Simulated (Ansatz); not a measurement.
Profile along the Ti–Ti line in Ti5Si3 (space group P6_3/mcm)

Ti$_{5}$Si$_{3}$ (space group P6_3/mcm)

```
Ti5Si3
1.0
    7.40354     0.00000     0.00000
   -3.70177     6.41165     0.00000
    0.00000     0.00000     5.06894
Ti Si
10 6
Direct
  0.33333   0.66667   0.00000
  0.66667   0.33333   0.00000
  0.66667   0.33333   0.50000
  0.33333   0.66667   0.50000
  0.24960   0.00000   0.25000
  0.75040   0.00000   0.75000
  0.24960   0.24960   0.75000
  0.75040   0.75040   0.25000
  0.00000   0.24960   0.25000
  0.00000   0.75040   0.75000
  0.60762   0.00000   0.25000
  0.39238   0.00000   0.75000
  0.60762   0.60762   0.75000
  0.39238   0.39238   0.25000
  0.00000   0.60762   0.25000
  0.00000   0.39238   0.75000
```

Fields along a shortest Ti–Ti line of a (-1 1 0 0) plane (2.53 Å), from Ti to Ti, interpolated on the slice's grid (step about 0.2 Å). Method: PBEsol (plane waves to 420 eV, PAW, scalar-relativistic; Ansatz, a program for electronic structure). k mesh 6×6×8. Inside the PAW spheres the values are not all-electron values, and peaks at nuclei hang on which shells count as valence. Ti5Si3 is run without spin polarisation. Ti5Si3 was relaxed with its symmetry unable to fall.

```tsv
distance from Ti (Å)	valence electron density (e/Å³)	electron localisation function
0.00	10.22	x
0.25	9.29	x
0.51	5.37	0.62
0.76	1.53	0.52
1.01	0.45	0.23
1.26	0.33	0.21
1.52	0.45	0.23
1.77	1.53	0.52
2.02	5.37	0.62
2.28	9.29	x
2.53	10.22	x
```

x: too close to a nucleus for the ELF to mean much.

Density on the Ti–Ti line (2.53 Å) at its midpoint: 0.33 e/Å³. ELF at that point: 0.2.
